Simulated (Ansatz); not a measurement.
## BP: from a starting cell to a relaxed one

The start is a relaxed BP cell, doubled along one cell vector, shaken by Gaussian noise of σ = 0.08 Å a coordinate. The structure is fully relaxed (lattice and positions, P = 0) with r2SCAN (plane waves to 500 eV, PAW, scalar-relativistic; Ansatz, an electronic-structure program). The first steps use a coarse 9×9×5 k-mesh.

Input geometry:
```
CELL_PARAMETERS angstrom
      0.00000     2.26832     2.26832
      2.26832     0.00000     2.26832
      4.53664     4.53664     0.00000
ATOMIC_POSITIONS crystal
  P  0.73451 0.74882 0.37028
  P  0.78434 0.76104 0.88046
  B  0.97517 0.05774 0.99769
  B  0.00178 0.98074 0.50928
```

Q: How much energy is released per atom?

A: 0.11 eV/atom.

Q: Is the parent structure recovered?

A: The parent structure is recovered, F-43m (No. 216).

Q: How do the shortest distances between atoms change?

A: The closest pairs of elements (up to four, under 3.6 Å), start → end: B–P 1.85 → 1.96 Å; P–P 3.05 → 3.21 Å; B–B 3.05 → 3.21 Å.

Final structure:

```cif
data_B4P4
_chemical_formula_sum 'P4 B4'
_space_group_name_H-M_alt 'F-43m'
_space_group_IT_number 216
_space_group_name_Hall 'F -4 2 3'
_cell_length_a 4.53653
_cell_length_b 4.53653
_cell_length_c 4.53653
_cell_angle_alpha 90.000
_cell_angle_beta 90.000
_cell_angle_gamma 90.000
loop_
_atom_site_label
_atom_site_type_symbol
_atom_site_symmetry_multiplicity
_atom_site_Wyckoff_symbol
_atom_site_fract_x
_atom_site_fract_y
_atom_site_fract_z
_atom_site_occupancy
P1 P 4 d 0.75000 0.75000 0.75000 1
B1 B 4 a 0.00000 0.00000 0.00000 1
```
(The calculation used a cell of 2 atoms; values per cell refer to that cell.)

Final values are on a 12×12×12 k-mesh of the relaxed cell. No spin polarisation in the result.
